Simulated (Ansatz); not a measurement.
ZrS:
```
CELL_PARAMETERS angstrom
      0.00000     2.61214     2.61214
      2.61214     0.00000     2.61214
      2.61214     2.61214     0.00000
ATOMIC_POSITIONS crystal
  Zr 0.00000 0.00000 0.00000
  S  0.50000 0.50000 0.50000
```

Relaxed with r²SCAN.

Q: Map the electron localisation function on the plane through (0.000, 0.000, 0.000) spanned by u = [1, 0, 0] and v = [0, 1, -1] in lattice vectors, from the program Ansatz at the r²SCAN level (PAW).

A: x is the fraction of u, y of v (the angle between them is 90°; rows are the nearest grid lines); atoms in the plane: Zr at (0.00, 0.00), S at (0.50, 0.50).
```
y \ x   0.000  0.111  0.167  0.278  0.389  0.444  0.556  0.611  0.722  0.833  0.889   1.00
------  -----  -----  -----  -----  -----  -----  -----  -----  -----  -----  -----  -----
1.00    0.027  0.675  0.814  0.337  0.113  0.158  0.158  0.113  0.337  0.814  0.675  0.027
0.944   0.186  0.726  0.801  0.277  0.133  0.203  0.203  0.133  0.277  0.801  0.726  0.186
0.833   0.814  0.737  0.523  0.121  0.467  0.609  0.609  0.467  0.121  0.523  0.737  0.814
0.778   0.707  0.465  0.214  0.228  0.711  0.777  0.777  0.711  0.228  0.214  0.465  0.707
0.667   0.121  0.122  0.232  0.749  0.826  0.789  0.789  0.826  0.749  0.232  0.122  0.121
0.611   0.113  0.230  0.468  0.821  0.726  0.523  0.523  0.726  0.821  0.468  0.230  0.113
0.556   0.158  0.367  0.609  0.838  0.520  0.120  0.120  0.520  0.838  0.609  0.367  0.158
0.444   0.158  0.367  0.609  0.838  0.520  0.120  0.120  0.520  0.838  0.609  0.367  0.158
0.389   0.113  0.230  0.468  0.821  0.726  0.523  0.523  0.726  0.821  0.468  0.230  0.113
0.333   0.121  0.122  0.232  0.749  0.826  0.789  0.789  0.826  0.749  0.232  0.122  0.121
0.222   0.707  0.465  0.214  0.228  0.711  0.777  0.777  0.711  0.228  0.214  0.465  0.707
0.167   0.814  0.737  0.523  0.121  0.467  0.609  0.609  0.467  0.121  0.523  0.737  0.814
0.0556  0.186  0.726  0.801  0.277  0.133  0.203  0.203  0.133  0.277  0.801  0.726  0.186
0.000   0.027  0.675  0.814  0.337  0.113  0.158  0.158  0.113  0.337  0.814  0.675  0.027
```

The density is the valence pseudo-density with augmentation charge, so density and ELF within about 1 Å of a nucleus are not all-electron values.

Space group Fm-3m (rock salt). The workflow started from an entry of the Crystallography Open Database (COD), which files this formula under 2 space groups. Whether it is the stable phase at ambient conditions was not checked. The r²SCAN relaxation kept the symmetry of its start; of distortions, only those at the zone centre were tested. No spin polarisation was allowed.

Potentials: the later of the program's two PAW sets.
